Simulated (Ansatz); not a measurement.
SnSe (GeS type, space group Pnma)

```cif
data_Se4Sn4
_chemical_formula_sum 'Sn4 Se4'
_space_group_name_H-M_alt 'P 1'
_space_group_IT_number 1
_cell_length_a 11.53579
_cell_length_b 4.12093
_cell_length_c 4.57816
_cell_angle_alpha 90.000
_cell_angle_beta 90.000
_cell_angle_gamma 90.000
loop_
_space_group_symop_operation_xyz
  'x, y, z'
loop_
_atom_site_label
_atom_site_type_symbol
_atom_site_fract_x
_atom_site_fract_y
_atom_site_fract_z
_atom_site_occupancy
Sn1 Sn 0.11799 0.25000 0.11649 1
Sn2 Sn 0.38201 0.75000 0.61649 1
Sn3 Sn 0.88201 0.75000 0.88351 1
Sn4 Sn 0.61799 0.25000 0.38351 1
Se1 Se 0.85352 0.25000 0.48533 1
Se2 Se 0.64648 0.75000 0.98533 1
Se3 Se 0.14648 0.75000 0.51467 1
Se4 Se 0.35352 0.25000 0.01467 1
```

The volume is varied about the relaxed value V₀ at fixed cell shape. The atoms relax within the cell's symmetry.

All values below come from r2SCAN+rVV10 (plane waves to 500 eV, PAW, scalar-relativistic; Ansatz, a quantum-chemistry and plane-wave program). k mesh 3×8×7 (Γ-centred), Fermi-Dirac smearing 0.05 eV. The energy includes the smearing's −TS. Stress and pressure are positive under compression. With the shape held, the modulus is that of even scaling; a crystal free to change shape is softer. SnSe was relaxed with its symmetry unable to fall. ΔE is measured from the relaxed starting cell.

```
V (Å³/atom)  ΔE (kJ/mol of atoms)  P (GPa)
-----------  --------------------  -------
25.572                       1.09     2.42
25.899                       0.68     1.84
26.225                       0.37     1.30
26.552                       0.16     0.83
26.878                       0.04     0.38
27.205                       0.00     0.00
27.531                       0.04    -0.37
27.858                       0.14    -0.71
28.184                       0.31    -1.01
28.511                       0.54    -1.29
28.837                       0.82    -1.55
```

Key numbers:

| Item | Result |
|---|---|
| Pressure at the smallest volume | 2.42 GPa |
| Energy cost of the largest compression | 11.3 meV/atom |
| Energy cost of the largest expansion | 8.5 meV/atom |
| Bulk modulus at fixed cell shape B₀ (third-order Birch-Murnaghan fit) | 32.0 GPa |
| Pressure derivative B₀′ (fit) | 6.5 |
| Equilibrium volume of the fit | 27.20 Å³/atom |
| Pressure for 5 % compression (fit) | 1.9 GPa |

The 11 points together took about 70 core-minutes (a rough figure).

(Under strain, the slope of the energy per volume gives the stress and its curvature an elastic modulus.)
